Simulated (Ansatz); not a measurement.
CaO:
Space group F-43m (No. 216); a = b = c = 5.180 Å, α = β = γ = 90.00°

```
atom  site  symmetry       x       y       z
----  ----  --------  ------  ------  ------
Ca      4a      -43m  0.0000  0.0000  0.0000
O       4d      -43m  0.7500  0.7500  0.7500
```
(The calculation used a cell of 2 atoms; values per cell refer to that cell.)

Relaxed with PBEsol.

Task: Give the optical modes at the zone centre with their infrared activity from DFPT, PBEsol (plane waves, PAW; program Ansatz).

Result: Transverse frequencies, without the LO–TO term; a row sums one degenerate level.

```json
[
 {"ω (cm⁻¹)": "381", "degeneracy": "3", "IR ((D/Å)²/amu)": "26.48", "activity": "IR", "symmetry": "T2"}
]
```

Task: How high does the top mode go among those that the LO–TO term moves?

Result: 554 cm⁻¹ for q along x.

The start of the workflow was typed in or built on a structure type; neither database checked (COD, Materials Project) lists it. It is not the phase usual at ambient conditions (space group No. 225). Symmetry was held in the PBEsol relaxation; phonons on a q-mesh show no instability.

Potentials: the later of the program's two PAW sets.
